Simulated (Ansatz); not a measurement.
Relaxed-ion elastic tensor of TaAl (rock salt, space group No. 225) in GPa (Voigt order), plane-wave PAW PBEsol (Ansatz code); density 9.65 g/cm³, 17.89 Å³ per atom.

```
 352  19.2  19.2   0.0   0.0   0.0
19.2   352  19.2   0.0   0.0   0.0
19.2  19.2   352   0.0   0.0   0.0
 0.0   0.0   0.0  -4.3   0.0   0.0
 0.0   0.0   0.0   0.0  -4.3   0.0
 0.0   0.0   0.0   0.0   0.0  -4.3
```

Task: Is the crystal mechanically stable?

Result: No: the smallest eigenvalue of C is -4.3 GPa.

Space group Fm-3m (rock salt). The start of the workflow was typed in or built on a structure type; neither database checked (COD, Materials Project) lists it. Its standing as an ambient phase is unchecked. The cell was relaxed with PBEsol under the symmetry of its start. At this level the phase is mechanically unstable. No spin polarisation was allowed. Its formation energy is positive at this level, so the cell may be metastable or incomplete. As this level gives no gap, shear constants depend on the k-mesh and smearing (Fermi–Dirac, 0.1 eV here). Scalar-relativistic: spin–orbit coupling is off unless named, which matters more the heavier the elements.

Potentials: the later of the program's two PAW sets.
